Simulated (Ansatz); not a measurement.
Given:

PbF$_{2}$:
Space group Fm-3m (No. 225); a = b = c = 6.0007 Å, α = β = γ = 90.00°

```csv
atom,site,symmetry,x,y,z
Pb,4a,m-3m,0.0000,0.0000,0.0000
F,8c,-43m,0.2500,0.2500,0.2500
```
(The calculation used a cell of 3 atoms; values per cell refer to that cell.)

This is the PBE-relaxed structure.

Q: All from plane-wave PAW PBE (Ansatz code), unless another level is named. Estimate the Debye temperature from the elastic constants.

A: 221 K.

Q: Give the vibrational entropy at 300 K.

A: 39.3 J/(K·mol of atoms).

Q: And the highest zone-centre frequency (without LO–TO term)?

A: 29.3 meV.

The PBE relaxation kept the symmetry of its start; phonons on a q-mesh show no instability. Scalar-relativistic: spin–orbit coupling is off unless named, which matters more the heavier the elements.

Potentials: the later of the program's two PAW sets.
